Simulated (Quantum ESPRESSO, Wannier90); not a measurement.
**CsSnI3 (cubic perovskite), plane waves to Wannier functions**

```
begin unit_cell_cart
ang
    6.2862300000    0.0000000000    0.0000000000
    0.0000000000    6.2862300000    0.0000000000
    0.0000000000    0.0000000000    6.2862300000
end unit_cell_cart
begin atoms_frac
Cs   0.5000000000  0.5000000000  0.5000000000
Sn   0.0000000000  0.0000000000  0.0000000000
I    0.5000000000  0.0000000000  0.0000000000
I    0.0000000000  0.5000000000  0.0000000000
I    0.0000000000  0.0000000000  0.5000000000
end atoms_frac
```

Materials Project entry mp-614013; symmetrised, unrelaxed at this level. COD (Crystallography Open Database) records the formula in this space group. Ideal cubic forms of this type are often high-temperature phases that distort on cooling; symmetry holds the cell here, and its stability was not tested. Computed values, not measurements, from LDA: Quantum ESPRESSO (norm-conserving PseudoDojo potentials, cutoff 58 Ry, no spin polarisation, no spin-orbit coupling) on a Γ-centred 6×6×6 mesh, then Wannier90. Density: 6×6×6 mesh, Gaussian smearing 0.01 Ry. Spin-orbit coupling is left out although heavy elements are present.

A tight-binding model is made by disentanglement and projection with no localisation steps (num_iter = 0), so the 17 orbitals stay atom-like: hydrogen-like Cs: s; Sn: s;p; I: s;p, axes along x, y, z; frozen window up to 1.96 eV relative to the valence-band maximum. It follows pw.x to 0.6 meV rms for states up to 1.5 eV relative to the valence-band maximum. Matrix elements depend on this choice of orbitals and windows. Bands 10–12 (Cs 5p 99 %) lie between the kept ones and are excluded.

What are the on-site energies relative to the valence-band maximum, and how fast do the hoppings decay?


| atom | orbitals | energy (eV) |
|---|---|---|
| Cs1 | s | 3.26 |
| Sn2 | s | -6.16 |
| Sn2 | pz px py | 0.92 |
| I3 | s | -12.26 |
| I3 | pz py | -2.11 |
| I3 | px | -1.90 |
| I4 | s | -12.26 |
| I4 | pz px | -2.11 |
| I4 | py | -1.90 |
| I5 | s | -12.26 |
| I5 | pz | -1.90 |
| I5 | px py | -2.11 |

| distance of the centres (Å) | largest modulus (eV) |
|---|---|
| 3–4 | 1.8 |
| 4–5 | 0.34 |
| 5–6 | 0.026 |
| 6–7 | 0.31 |
| 7–8 | 0.029 |
| 8–9 | 0.062 |
| 9–10 | 0.077 |
| 10–11 | 0.0046 |
| 11–12 | 0.0032 |
| 12–13 | 0.028 |
